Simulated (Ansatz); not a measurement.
MgTi₂Tl₂P₂S₁₀: field gradients at two levels of theory

Cell: a computed structure from the Materials Project (it need not be an observed phase), atoms as given.

```
Mg Ti Tl P S
1.0
     6.62105    0.00000    0.00000
    -0.01158    7.06671    0.00000
    -2.36483   -3.45253    9.24115
Mg Ti Tl P S
1 2 2 2 10
Direct
  0.99933 0.63727 0.99974
  0.50021 0.27700 0.00124
  0.49951 0.71106 0.00118
  0.71321 0.71012 0.45155
  0.28686 0.26248 0.54895
  0.28427 0.87391 0.73703
  0.71521 0.13200 0.26595
  0.17063 0.64731 0.80238
  0.32910 0.55797 0.12879
  0.40421 0.07001 0.15274
  0.59549 0.92301 0.85010
  0.16473 0.14459 0.81849
  0.76675 0.23165 0.48109
  0.66907 0.43235 0.87230
  0.23402 0.76792 0.52202
  0.82802 0.84123 0.19696
  0.83439 0.32641 0.18685
```

Atoms are numbered from 1 in the order listed; like atoms form one site, named after its first atom.

First run. The numbers come from a DFT calculation in Ansatz (PBE, plane waves and PAW, scalar-relativistic, collinear spin, 420 eV cutoff, Γ-centred 5×5×4 k-points, Fermi–Dirac smearing 0.05 eV). Start moments as typed (μB): 1 on each Ti, none on the rest.

| site | atom | V_zz (10²¹ V/m²) | η | m (μB) |
| --- | --- | --- | --- | --- |
| Mg | 1 | -2.19 | 0.68 | 0.01 |
| Ti2 | 2 | 2.79 | 0.07 | 0.61 |
| Ti3 | 3 | 2.66 | 0.35 | 0.70 |
| Tl4 | 4 | -5.43 | 0.39 | 0.01 |
| Tl5 | 5 | -5.39 | 0.67 | 0.01 |
| P6 | 6 | -2.84 | 0.99 | 0.02 |
| P7 | 7 | 2.91 | 0.97 | 0.02 |
| S8 | 8 | 15.21 | 0.12 | 0.00 |
| S9 | 9 | 2.11 | 0.60 | 0.00 |
| S10 | 10 | 15.92 | 0.18 | -0.01 |
| S11 | 11 | 15.90 | 0.19 | -0.01 |
| S13 | 13 | 16.99 | 0.08 | 0.00 |
| S14 | 14 | 2.02 | 0.54 | 0.00 |
| S16 | 16 | 15.14 | 0.13 | 0.00 |

Second run. The same atoms and settings, except that the functional is r2SCAN and the cutoff is 500 eV.

Q: Given the first result, estimate the second.

A: 

| site | atom | V_zz | η | change of V_zz | m (μB) |
| --- | --- | --- | --- | --- | --- |
| Mg | 1 | -2.18 | 0.62 | +0.01 | 0.00 |
| Ti2 | 2 | 4.02 | 0.20 | +1.23 | 0.62 |
| Ti3 | 3 | -2.56 | 0.72 | – | 0.81 |
| Tl4 | 4 | -5.27 | 0.46 | +0.16 | 0.01 |
| Tl5 | 5 | -5.23 | 0.74 | +0.16 | 0.01 |
| P6 | 6 | -2.97 | 0.95 | -0.13 | 0.02 |
| P7 | 7 | -3.00 | 0.99 | – | 0.02 |
| S8 | 8 | 15.95 | 0.10 | +0.74 | 0.00 |
| S9 | 9 | 1.90 | 0.69 | -0.21 | -0.01 |
| S10 | 10 | 16.48 | 0.16 | +0.56 | -0.01 |
| S11 | 11 | 16.45 | 0.17 | +0.55 | -0.01 |
| S13 | 13 | 17.48 | 0.07 | +0.49 | 0.00 |
| S14 | 14 | 1.82 | 0.62 | -0.20 | -0.01 |
| S16 | 16 | 15.88 | 0.11 | +0.74 | 0.00 |

The largest change of V_zz along a kept axis is on Ti2, from 2.79 to 4.02. The whole tensor moves most on Ti3, by 2.12 along its most changed direction. In per cent, |V_zz| changes by 0 on Mg, +44 on Ti, -3 on Tl, +5 on P, -10 to +5 on S (all sites that start above 2, bar those whose gradient vanishes or changes sign or whose main axis turns by over 40°). On P7, Ti3 the largest principal value lies along another axis in the second run, so the two V_zz can't be compared directly. The table leaves out 2 of the 16 sites, with |V_zz| up to 16.58; their tensors move by 0.47 at most along any direction. The statements above cover all sites. The absolute magnetisation of the cell goes from 2.2 to 2.4 μB. The first run finds no gap above 0.1 eV, the second does.

Spin–orbit coupling is left out, which shifts gradients on Tl by a few per cent in wide-gap crystals, and can shift them far more where the calculated gap is small or absent, as here. All moments are parallel here, as the start or the cell imposes; many such compounds order antiparallel, where fields and spin densities carried over to other atoms largely cancel.
For the first run: The run finds no gap above 0.1 eV (a metal, or nearly one), so the gradients can move by 10 % or more with the k-mesh. Semilocal functionals can leave a metal where correlation in the d or f shell opens a gap in the real compound, and that would change the values at and beside Ti. The magnetic order is the one that the run reached from its start moments, not necessarily the measured one (the real compound may not order at all).
For the second run: The program didn't check the stability of this electronic state in full, so a lower one may lie near. With a gap of 0.23 eV under a smearing of 0.05 eV the band edges are partly filled, so small gradients can hang on the smearing and the k-mesh. The magnetic order is the one that the run reached from its start moments, not necessarily the measured one.
